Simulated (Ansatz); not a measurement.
**SrAg₂Sn₂: reading a single point**

```yaml
crystal:
  lattice:
    - [0.00000, 4.66622, 0.00000]
    - [4.66622, 0.00000, 0.00000]
    - [2.33311, 2.33311, -5.86025]
  atoms:
    - { symbol: Sr, position: [0.00000, 0.00000, 0.00000] }
    - { symbol: Sn, position: [0.38100, 0.38100, 0.23800] }
    - { symbol: Sn, position: [0.61900, 0.61900, 0.76200] }
    - { symbol: Ag, position: [0.75000, 0.25000, 0.50000] }
    - { symbol: Ag, position: [0.25000, 0.75000, 0.50000] }
```

Level: r2SCAN, with U_eff = 4.84 eV on Ag d (all-electron-ortho-atomic projectors), spin-orbit coupling; 500 eV; 4×4×4 Γ-centred mesh; fermi-dirac occupations (width 0.1 eV); Ansatz 0.2.0, fixed geometry.

The state carries no moments; the state need not be the lowest.

(1) What happens at the Fermi level?

(2) What does the stress say?

(3) Which atom feels the largest force, and which way?

(4) Which element gives electrons and which takes them?

Origin: a database entry at a rescaled volume. Caveats: started without moments under time reversal, so no moment could form; the k mesh is coarse if the cell is a metal.

Results:

(1) It is a metal, with about 1.7 states/eV a cell as the mean within 0.25 eV of the Fermi level, mostly Sn p (77 %).

(2) The pressure is 0.9 GPa (compression positive), so with the atoms held at these fractions the cell would first expand. The principal stresses 0.2, 1.3, 1.3 GPa differ, so its shape would change too.

(3) The largest is on Sn2 (and as large on other atoms): 0.05 eV/Å, components (0.00, 0.00, 0.05). It makes 0° with the line to a nearest neighbour, Sn3 at 2.79 Å, pointing towards it.

(4) Bader charges in e: Sr +1.42, Ag -0.39, Sn -0.32. In the mean Sr gives up most and Ag takes most.
